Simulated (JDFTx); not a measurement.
System: pentafluoroethane, C2HF5 (SMILES FC(F)C(F)(F)F), charge 0, multiplicity 1; geometry: optimised with GFN2-xTB in vacuum (no frequencies checked; largest PBE force component 1.2 eV/Å). Bonds (Å): F1–C2 1.341, C2–F3 1.341, C2–C4 1.549, C2–H8 1.102, C4–F5 1.325, C4–F6 1.334, C4–F7 1.334. Angles (°): F1–C2–F3 108.0, F1–C2–C4 109.7, F1–C2–H8 109.4, F3–C2–C4 109.7, F3–C2–H8 109.5, C4–C2–H8 110.5, C2–C4–F5 112.8, C2–C4–F6 110.1, C2–C4–F7 110.1, F5–C4–F6 108.1, F5–C4–F7 108.1, F6–C4–F7 107.4.

Computed with a modified build of JDFTx: PBE, GBRV ultrasoft potentials, plane waves to 20/100 Ha. Liquid: CANDLE, water, 0.5 M KF. The liquid run sits in a periodic box with 4.5 Å from the outermost atoms to the faces; the vacuum run is isolated. The box matters at about 0.01 eV. The solvation energy is E(in liquid) − E(vacuum) at fixed geometry, with no thermal, conformational or standard-state terms added.

- solvation energy: -0.3 kcal/mol
- part: cavitation term of the fluid: 11.0 kcal/mol
- part: dispersion term of the fluid: -8.4 kcal/mol
- part: electrostatic term of the fluid: -3.5 kcal/mol
- part: distortion of the solute's electrons: 0.7 kcal/mol
- dipole moment in vacuum: 1.41 D
- dipole moment in the liquid: 1.93 D
- highest occupied level in vacuum (zero: vacuum level): -8.80 eV
- highest occupied level in the liquid (zero: bulk electrolyte): -8.50 eV
- volume of the model's cavity: 229.2 Å³
- rough cost, vacuum and liquid run: 4 min and 4 min of core time
